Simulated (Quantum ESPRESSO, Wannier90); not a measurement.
## Tight-binding from DFT: SnI$_{4}$ (P-43m)

```
SnI4
1.0
    6.36360     0.00000     0.00000
    0.00000     6.36360     0.00000
    0.00000     0.00000     6.36360
Sn I
1 4
Direct
  0.00000   0.00000   0.00000
  0.24378   0.75622   0.75622
  0.75622   0.75622   0.24378
  0.75622   0.24378   0.75622
  0.24378   0.24378   0.24378
```

Structure: Materials Project mp-571436, symmetrised, not relaxed again. COD (Crystallography Open Database) has the formula in 2 space groups, this one among them (matched by group alone). Level: PBEsol, no spin polarisation, no spin-orbit coupling; pw.x of Quantum ESPRESSO at 58 Ry with PseudoDojo potentials, 4×4×4 k-points, Wannier90. Density: 6×6×6 mesh, cold smearing 0.01 Ry. Spin-orbit coupling is left out although heavy elements are present.

The plane-wave run has 36 bands and 42 electrons a cell. On the energy scale of pw.x, whose zero is arbitrary, the valence-band maximum lies at 0.96 eV.

Isolated groups of bands, relative to the valence-band maximum (bands from 26 on overlap up to the last one computed):

| bands | from (eV) | to (eV) | filling | weight on atomic waves |
|---|---|---|---|---|
| 1–5 | -21.20 | -21.13 | filled | Sn 4d 100 % |
| 6 | -12.00 | -11.79 | filled | I 5s 80 %, Sn 5s 17 % |
| 7–9 | -11.28 | -11.13 | filled | I 5s 91 %, Sn 5p 9 % |
| 10 | -6.37 | -6.24 | filled | Sn 5s 48 %, I 5p 33 %, I 5s 18 % |
| 11–13 | -2.90 | -2.42 | filled | I 5p 70 %, Sn 5p 25 % |
| 14–21 | -1.60 | 0.00 | filled | I 5p 99 % |
| 22 | 1.23 | 2.15 | empty | I 5p 63 %, Sn 5s 32 % |
| 23–25 | 3.91 | 4.88 | empty | Sn 5p 55 %, I 5p 28 %, I 5s 5 % |

Input w.win, without the blocks of cell, atoms and k-points (64 lines):

```
num_bands = 31
num_wann = 20
exclude_bands = 1-5
num_iter = 1000
conv_tol = 1.0e-6
conv_window = 4
dis_num_iter = 1000
dis_conv_tol = 1.0e-6
dis_froz_max = 7.69
write_hr = true
write_u_matrices = true
begin projections
f=-0.00376,-0.00688,0.00048: s;p
f=0.24107,-0.23641,-0.24372: s;p
f=-0.24462,-0.23622,0.24180: s;p
f=-0.24920,0.24140,-0.23861: s;p
f=0.24944,0.24837,0.24672: s;p
end projections
mp_grid = 4 4 4
```

wannier90.x stops with:
```
dis_windows: More states in the frozen window than target WFs
```
At some k-point more bands lie below dis_froz_max than there are Wannier functions, and every frozen state has to fit into the subspace. Mended as below, all else unchanged, the run goes through (Ω_I = 29.0 Å²) and follows the plane-wave bands to 0.5 meV rms (states up to 2.2 eV relative to the valence-band maximum).
```
dis_froz_max = 3.69
```
